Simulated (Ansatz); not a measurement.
AgTi4S8 in space group P-3m1 (No. 164; Pearson symbol hP13) under volume change, PBE+D3(BJ) in the plane-wave PAW code Ansatz, shape and atoms relaxed at each volume.

```json
[
 {"V (Å³/atom)": "17.085", "E − E(relaxed) (meV/atom)": "27.5", "P (GPa)": "5.81"},
 {"V (Å³/atom)": "17.648", "E − E(relaxed) (meV/atom)": "?", "P (GPa)": "?"},
 {"V (Å³/atom)": "18.211", "E − E(relaxed) (meV/atom)": "2.7", "P (GPa)": "1.56"},
 {"V (Å³/atom)": "18.775", "E − E(relaxed) (meV/atom)": "0.0", "P (GPa)": "0.00"},
 {"V (Å³/atom)": "19.338", "E − E(relaxed) (meV/atom)": "?", "P (GPa)": "?"},
 {"V (Å³/atom)": "19.901", "E − E(relaxed) (meV/atom)": "8.5", "P (GPa)": "-2.26"},
 {"V (Å³/atom)": "20.464", "E − E(relaxed) (meV/atom)": "17.9", "P (GPa)": "-3.04"}
]
```

Task: What belongs in the gaps?

Result: 
- 17.648, E − E(relaxed) (meV/atom): 11.4
- 17.648, P (GPa): 3.46
- 19.338, E − E(relaxed) (meV/atom): 2.3
- 19.338, P (GPa): -1.24

Task: What does a third-order Birch–Murnaghan fit give for V₀, B₀ and B′?

Result: V₀ = 18.78 Å³/atom, B₀ = 46.2 GPa, B′ = 6.1.

The cell is a constructed one: a structure type filled with these elements; neither database checked (COD, Materials Project) lists it. Whether it is the stable phase at ambient conditions was not checked. The cell was relaxed with PBE+D3(BJ) under the symmetry of its start; its stability against distortions is not shown here. The run is not spin-polarised. Spin–orbit coupling is left out wherever it is not named.

Potentials: the later of the program's two PAW sets.
